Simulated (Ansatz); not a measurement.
SnS:
```
SnS
1.0
    3.92402     0.00000     0.00000
   -1.96201     3.39830     0.00000
    0.00000     0.00000     3.75794
Sn S
1 1
Direct
  0.00000   0.00000   0.00000
  0.66667   0.33333   0.50000
```

Relaxed with PBE. Special points in fractions of this cell's reciprocal vectors: Γ (0.000, 0.000, 0.000); M (0.500, 0.000, 0.000); K (0.333, 0.333, 0.000); A (0.000, 0.000, 0.500); L (0.500, 0.000, 0.500); H (0.333, 0.333, 0.500).

Problem. List the band energies nearest the Fermi level at these points for plane-wave PAW PBE (Ansatz code).

Solution. In eV from the Fermi level; about four levels below and three above (degenerate sets whole), none deeper than 8.9 eV; points with the same levels are listed once.

```csv
k,below,above
Γ,-5.21 -2.86 -2.00 -2.00,3.29 3.29 4.46
M,-7.75 -3.08 -1.76 -1.66,1.77 3.26 4.63
K,-7.70 -4.74 -1.59,0.65 1.47 3.16
A,-8.55 -1.40 -1.40,0.81 0.91 3.65 3.65
L,-6.29 -4.75 -4.42 -1.89,1.78 2.58 2.62
H,-4.80 -4.56 -3.00 -0.96,4.35 5.77 7.84
```

Space group P-6m2. The cell is a constructed one: a structure type filled with these elements; neither database checked (COD, Materials Project) lists it. It is not the phase usual at ambient conditions (space group No. 62). The cell was relaxed with PBE under the symmetry of its start; whether a distortion lowers the energy is not shown. Spin–orbit coupling is left out wherever it is not named.

Potentials: the later of the program's two PAW sets.
